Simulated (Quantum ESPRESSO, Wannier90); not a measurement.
# Tight-binding from DFT: SnS2 (P6₃mc)

```
CELL_PARAMETERS angstrom
      3.67585     0.00000     0.00000
     -1.83792     3.18338     0.00000
      0.00000     0.00000    12.33895
ATOMIC_POSITIONS crystal
  Sn 0.33333 0.66667 0.62501
  Sn 0.66667 0.33333 0.12501
  S  0.66667 0.33333 0.74340
  S  0.33333 0.66667 0.24340
  S  0.00000 0.00000 0.00659
  S  0.00000 0.00000 0.50659
```

Structure: Materials Project mp-9984, symmetrised, not relaxed again. Not found in the COD (Crystallography Open Database) copy used, which has the formula in other groups; not checked further. Level: LDA, no spin polarisation, no spin-orbit coupling; pw.x of Quantum ESPRESSO at 58 Ry with PseudoDojo potentials, 4×4×4 k-points, Wannier90. Density: 12×12×4 mesh, cold smearing 0.01 Ry. The cell is built of weakly bound layers, chains or molecules, whose nearest atoms lie 3.88 Å apart. Database cells relaxed without dispersion often hold them too far apart, which can enlarge gaps and weakens couplings between them; spacing and stacking were not compared with the measured crystal. Spin-orbit coupling is left out although heavy elements are present.

Functional, cutoff and mesh named above are those of the base row (4×4×4); the first column says what each row takes instead. Model: 16 functions from bands 11-26, start SCDM (isolated) (the valence bands). Energies are relative to the valence-band maximum; the misfit is to pw.x on a path, for all bands of the set. Only the mesh of Bloch states changes. Ω_total can sit in another minimum from row to row; Ω_I of an isolated set cannot.

```
mesh     Ω_I (Å²)  Ω_total (Å²)  rms misfit (meV)  k-points (cost)  rough cost of nscf and overlaps (first row = 1)
-----  ----------  ------------  ----------------  ---------------  -----------------------------------------------
2×2×2       17.37         20.27               188                8                                              1.0
3×3×3  (withheld)         22.76               116               27                                              2.2
4×4×4       21.68         24.56                35               64                                                6
5×5×5       22.75         25.59                28              125                                               10
```

**Question.** Fill in the missing entries.

**Answer.** 
- 3×3×3, Ω_I (Å²): 19.91
